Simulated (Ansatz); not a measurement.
**BP: from a starting cell to a relaxed one**

The start is a relaxed BP cell with every coordinate shifted by Gaussian noise of σ = 0.2 Å. The structure is fully relaxed (lattice and positions, P = 0) with r2SCAN (plane waves to 500 eV, PAW, scalar-relativistic; Ansatz, an electronic-structure program). The first steps use a coarse 9×9×9 k-mesh.

The start:
```
BP
1.0
    0.00000     2.26832     2.26832
    2.26832     0.00000     2.26832
    2.26832     2.26832     0.00000
P B
1 1
Cartesian
  3.06530   3.63272   3.31476
 -0.15670   0.12997   0.03404
```

Initial pressure: +6.9 GPa (positive: the cell is compressed)
Energy released: 0.35 eV/atom
Relative to the parent: It relaxes back to the parent, F-43m (No. 216)
Shortest distances (start → end): The closest pairs of elements (up to four, under 3.6 Å), start → end: B–P 1.73 → 1.96 Å; P–P 3.21 → 3.21 Å; B–B 3.21 → 3.21 Å
Optimiser moves: 5

Final values are on a 12×12×12 k-mesh of the relaxed cell. No spin polarisation in the result.
